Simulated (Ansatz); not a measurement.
Rh (fcc (Cu type), space group No. 225), a = 3.7933 Å, b = 3.7933 Å, c = 3.7933 Å, α = 90.00°, β = 90.00°, γ = 90.00°; the cell used has 1 atom.

Relaxed with PBE+D3(BJ).

Question: Which orbitals make up the states near the Fermi level in the program Ansatz at the PBE+D3(BJ) level (PAW)?

Answer: Within 0.5 eV of the Fermi level: Rh 4d 96 %. Projections are on Löwdin-orthogonalised atomic valence shells; empty p or d shells of many metals are not among them.

Question: Tabulate the density of states.

Answer: States/eV per cell of 1 atom, in 0.25 eV bins, energy from the Fermi level.

```csv
E (eV),total,Rh 4d,Rh 5s,Rh 4p
-7.85,0.02,0.00,0.02,0.00
-7.60,0.04,0.00,0.04,0.00
-7.35,0.06,0.00,0.05,0.00
-7.10,0.07,0.00,0.07,0.00
-6.85,0.09,0.00,0.08,0.00
-6.60,0.11,0.01,0.10,0.00
-6.35,0.20,0.08,0.12,0.00
-6.10,0.61,0.41,0.19,0.00
-5.85,1.20,0.93,0.26,0.01
-5.60,1.64,1.32,0.30,0.01
-5.35,2.10,1.79,0.29,0.01
-5.10,1.72,1.55,0.15,0.01
-4.85,1.42,1.31,0.09,0.01
-4.60,1.10,1.03,0.06,0.01
-4.35,1.29,1.23,0.04,0.01
-4.10,1.32,1.26,0.05,0.01
-3.85,1.21,1.15,0.05,0.01
-3.60,1.34,1.26,0.07,0.01
-3.35,1.41,1.31,0.08,0.01
-3.10,1.69,1.56,0.10,0.01
-2.85,2.31,2.17,0.11,0.01
-2.60,2.12,1.99,0.09,0.01
-2.35,1.24,1.13,0.08,0.01
-2.10,1.37,1.26,0.07,0.01
-1.85,1.17,1.08,0.06,0.00
-1.60,1.40,1.31,0.06,0.00
-1.35,1.54,1.46,0.06,0.00
-1.10,1.46,1.38,0.05,0.00
-0.85,1.29,1.22,0.05,0.00
-0.60,1.19,1.12,0.04,0.00
-0.35,1.16,1.10,0.04,0.00
-0.10,1.22,1.17,0.04,0.00
0.15,1.42,1.37,0.04,0.00
0.40,2.07,2.01,0.05,0.00
0.65,1.62,1.56,0.05,0.00
0.90,0.79,0.71,0.06,0.00
1.15,0.22,0.14,0.07,0.00
1.40,0.23,0.13,0.08,0.00
1.65,0.23,0.12,0.09,0.00
1.90,0.23,0.11,0.09,0.00
2.15,0.23,0.10,0.10,0.00
2.40,0.23,0.09,0.10,0.00
2.65,0.24,0.08,0.11,0.00
2.90,0.24,0.08,0.11,0.00
3.15,0.24,0.07,0.11,0.00
3.40,0.24,0.06,0.11,0.00
3.65,0.24,0.06,0.11,0.00
3.90,0.24,0.05,0.11,0.00
4.15,0.24,0.05,0.10,0.00
4.40,0.24,0.04,0.10,0.00
4.65,0.23,0.04,0.10,0.00
```

Space group Fm-3m (fcc (Cu type)). The cell was relaxed with PBE+D3(BJ) under the symmetry of its start. The run is not spin-polarised. The pairwise dispersion correction was not fitted to metals. Scalar-relativistic: spin–orbit coupling is off unless named, which matters more the heavier the elements.

Potentials: the later of the program's two PAW sets.
